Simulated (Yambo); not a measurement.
```
AgCl
1.0
    0.00000     2.70474     2.70474
    2.70474     0.00000     2.70474
    2.70474     2.70474     0.00000
Cl Ag
1 1
Direct
  0.50000   0.50000   0.50000
  0.00000   0.00000   0.00000
```

The PBEsol cell relaxed from Materials Project entry mp-22922 was given an isotropic strain of -0.7 % on all lattice vectors, and the atoms were relaxed again.

Task: Where are the main features of Im ε from RPA with local fields on PBEsol bands (Yambo; 14×14×14 mesh, 36 bands, 4 Ry local-field block, 0.2 eV broadening; field along x)?

Result: Peaks at 5.0 eV (7.4), 8.5 eV (4.5), 10.2 eV (3.6), 12.5 eV (2.3), heights in brackets. Structure narrower than a few tenths of an eV can come from the finite k mesh. Convergence of the RPA response with its 14×14×14 mesh was not tested. No excitonic effects at this level. 

Spin-orbit coupling is not included.
